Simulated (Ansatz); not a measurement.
# LiHF2 (R-3m), an elastic constant from a strain scan

These are results of DFT LDA, scalar-relativistic, plane waves, PAW in Ansatz, not measurements. Settings: plane waves to 420 eV, k-mesh 9×9×9 (Γ-centred), Gaussian smearing 0.05 eV. No spin polarisation. Energies are free energies at this smearing, counted from the undisturbed cell; pressure is positive in compression.

Zero of the scan (relaxed at this level; it needn't be the usual structure):

```
CELL_PARAMETERS angstrom
1.44279 0.83299 4.32961
-1.44279 0.83299 4.32961
0.00000 -1.66599 4.32961
ATOMIC_POSITIONS crystal
Li 0.00000 0.00000 0.00000
H 0.50000 0.50000 0.50000
F 0.41251 0.41251 0.41251
F 0.58749 0.58749 0.58749
```

The cell is strained by ε times the Voigt pattern (0, 0, 1, 0, 0, 0) (xx, yy, zz, yz, xz, xy; engineering shear) with fractional coordinates fixed. The cell holds 4 atoms in V0 = 31.22 Å³. The stress column is τ = (1/V0) dE/dε, got from the stress tensor σ (compression positive) at each point as −det(1 + εP) σ : P(1 + εP)⁻¹, with P the pattern as a tensor.

| ε | ΔE (meV/atom) | τ (GPa) |
| --- | --- | --- |
| -0.1000 | 141.172 | -65.718 |
| -0.0750 | 74.290 | -44.683 |
| -0.0500 | 30.927 | -27.048 |
| -0.0250 | 7.229 | -12.296 |
| 0.0000 | 0.000 | 0.019 |
| 0.0250 | 6.450 | 10.270 |
| 0.0500 | 24.332 | 18.796 |
| 0.0750 | 51.650 | 25.881 |
| 0.0875 | 68.381 | 28.961 |
| 0.1000 | ? | ? |

Question: Which combination of elastic constants does this scan measure, and how large is it?

Answer: For small ε, τ = τ0 + Kε with K = pᵀCp, which for this pattern is C33 in the Cartesian frame shown. The parabola through τ at ε = -0.0250, 0 and 0.0250 has slope K = 451 GPa at zero. The energies per cell, E = NΔE, of the same two points give K = 2[E(ε₊)/ε₊ − E(ε₋)/ε₋]/[(ε₊ − ε₋)V0] = 449 GPa, in agreement. These are clamped-ion values.

Question: Predict the withheld row at ε = 0.1000 from the harmonic law, and compare.

Answer: ΔE = V0(τ0 ε + Kε²/2)/N = 110.027 meV/atom and τ = 45.15 GPa. The calculation gives 86.848 meV/atom and 31.77 GPa: the energy lies 21 % below the harmonic value, as bonds soften when stretched.

Forces appear on the atoms along this scan, and letting them relax would lower the energy and soften the response.